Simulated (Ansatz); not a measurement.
**Strain response of Co**

Level of theory: DFT PBEsol, scalar-relativistic, plane waves, PAW (Ansatz 0.2.0). (420 eV cutoff, 24×24×14 k-mesh, Gaussian smearing of 0.10 eV, collinear spin)

Starting point, cell and atoms relaxed:

```yaml
crystal:
  lattice:
    - [2.45645, 0.00000, 0.00000]
    - [-1.22823, 2.12735, 0.00000]
    - [0.00000, 0.00000, 3.96959]
  atoms:
    - { symbol: Co, position: [0.33333, 0.66667, 0.25000] }
    - { symbol: Co, position: [0.66667, 0.33333, 0.75000] }
```

Deformation: uniaxial strain along c, with the lengths of a and b and the atoms relaxed and the angles held, all within the symmetry that the strain leaves. Energies are extrapolated to zero smearing.

**Question.** Give the structure at -1.0 %.

**Answer.**
```yaml
crystal:
  lattice:
    - [2.46209, 0.00000, 0.00000]
    - [-1.23104, 2.13223, 0.00000]
    - [0.00000, 0.00000, 3.92990]
  atoms:
    - { symbol: Co, position: [0.33333, 0.66667, 0.25000] }
    - { symbol: Co, position: [0.66667, 0.33333, 0.75000] }
```
Space group P6_3/mmc (194), 1.3 meV/atom over the relaxed crystal.